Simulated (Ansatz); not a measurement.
MgS:
```
MgS
1.0
    0.00000     2.60157     2.60157
    2.60157     0.00000     2.60157
    2.60157     2.60157     0.00000
S Mg
1 1
Direct
  0.00000   0.00000   0.00000
  0.50000   0.50000   0.50000
```

Relaxed with r²SCAN. r²SCAN (plane waves, PAW; program Ansatz) gives a gap of 3.46 eV.

**Question.** What gap does HSE06 give on the same cell (Ansatz, PAW)?

**Answer.** 3.80 eV, 0.34 eV more. The hybrid was solved on a coarser mesh and at special points; its gap is the smallest among all of these.

```
k  v1 r²SCAN  c1 r²SCAN  v1 HSE06  c1 HSE06
-  ---------  ---------  --------  --------
Γ       0.00       4.64       ___       ___
X      -1.73       3.46     -1.84      3.80
L      -0.62       5.21       ___       ___
W      -2.34       5.92       ___       ___
K      -1.40       4.56       ___       ___
```

**Question.** Top valence (v1) and lowest conduction level (c1) in eV from each method's valence maximum (which need not be a listed point): supply the withheld HSE06 values.

**Answer.** 
- K, v1 HSE06: -1.49
- K, c1 HSE06: 4.95
- L, v1 HSE06: -0.65
- L, c1 HSE06: 5.56
- Γ, v1 HSE06: 0.00
- Γ, c1 HSE06: 4.83
- W, v1 HSE06: -2.51
- W, c1 HSE06: 6.40

Cost on shared cores: the r²SCAN run (SCF on a 9×9×9 mesh, then bands and DOS) about 14 core-seconds (a rough figure), the HSE06 run (SCF on 7×7×7, then a few points) very roughly 80 core-seconds; the tasks are unlike.

Space group Fm-3m (rock salt). The r²SCAN relaxation kept the symmetry of its start.

Potentials: the later of the program's two PAW sets.
